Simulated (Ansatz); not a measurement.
# NbRu: zone-centre modes under pressure

NbRu, P4/mmm, a = 3.007 Å, c = 3.363 Å. The structure is a COD entry; whether it is the stable form wasn't checked. Ansatz: LDA, PAW, 420 eV, Γ-centred 14×14×12 mesh on 2 atoms, Fermi-Dirac smearing 0.15 eV; no spin polarisation. Cell and atoms are relaxed at each pressure with the symmetry kept; optical modes at Γ by linear response, in cm⁻¹, matched by rank (the highest 2 distinct ones).

```tsv
P (GPa)	V (Å³/atom)	ω1	ω2
0	15.205	146.1	159.2
3	15.038	152.7	164.9
10	14.682	?	?
```

Question: Get each mode's Grüneisen parameter γ = −d ln ω/d ln V from the other rows and predict the missing frequencies.

Answer: ln(V/V0) = 0.0000, -0.0110, -0.0350; a line through ln(ω/ω0) of the 2 known rows gives ω1: γ = 4.017, predicted 168.2, computed 166.7; ω2: γ = 3.198, predicted 178.1, computed 177.2. The worst miss is 0.9 %, or 7 % of the shift under pressure, so a constant γ serves at that level. In a metal these frequencies hang on the mesh and smearing.